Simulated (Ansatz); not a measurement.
Sensitivity of the gradients in CsPbBr₃ to the input

Cell: a Materials Project structure (computed, not necessarily an observed phase), atoms as given.

```cif
data_structure
_symmetry_space_group_name_H-M 'P 1'
_symmetry_Int_Tables_number 1
_cell_length_a 5.9486
_cell_length_b 5.9486
_cell_length_c 5.9486
_cell_angle_alpha 90.000
_cell_angle_beta 90.000
_cell_angle_gamma 90.000
_cell_volume 210.50
loop_
_atom_site_label
_atom_site_type_symbol
_atom_site_fract_x
_atom_site_fract_y
_atom_site_fract_z
_atom_site_occupancy
Cs1 Cs 0.00000 0.00000 0.00000 1
Pb2 Pb 0.50000 0.50000 0.50000 1
Br3 Br 0.50000 0.50000 0.00000 1
Br4 Br 0.50000 0.00000 0.50000 1
Br5 Br 0.00000 0.50000 0.50000 1
```

Atom numbers follow the list; atoms alike are taken as one site, whose name carries the number of the first.

Reference run. Computed with Ansatz: DFT, PBE, plane waves and PAW, scalar-relativistic, 420 eV cutoff, Γ-centred 5×5×5 k-points, Fermi–Dirac smearing 0.02 eV.

Task: The input is changed as follows: `hamiltonian.pseudopotentials`: {kind: paw} → {kind: paw_fr}; `magnetization`: not typed → {noncollinear: true, spin_orbit: true}; `scf.occupations.method`: fermi_dirac → cold; `scf.occupations.width`: 0.02 → 0.15; `scf.algorithm`: not typed → density_mixing. What happens to V_zz (10²¹ V/m²) and η?

Result: 

```json
{"site": "Br", "atom": "3", "V_zz reference": "21.5", "η reference": "0.00", "V_zz changed": "22.9", "η changed": "0.00"}
```

The largest change of V_zz is on Br, from 21.5 to 22.9. In per cent, |V_zz| changes by +7 on Br (all sites that start above 0.5). Sites without a gradient aren't listed. SCF iterations: 6 and 8.

On the reference run: This high-symmetry form of CsPbBr3 is unstable when cold, to tilts of the octahedra. The symmetry of the cell holds that distortion back, wholly or in part, and it would change the field gradients, the more the larger the distortion. Without spin–orbit coupling the gradients at and beside Pb can be off by some per cent, at some sites by more.
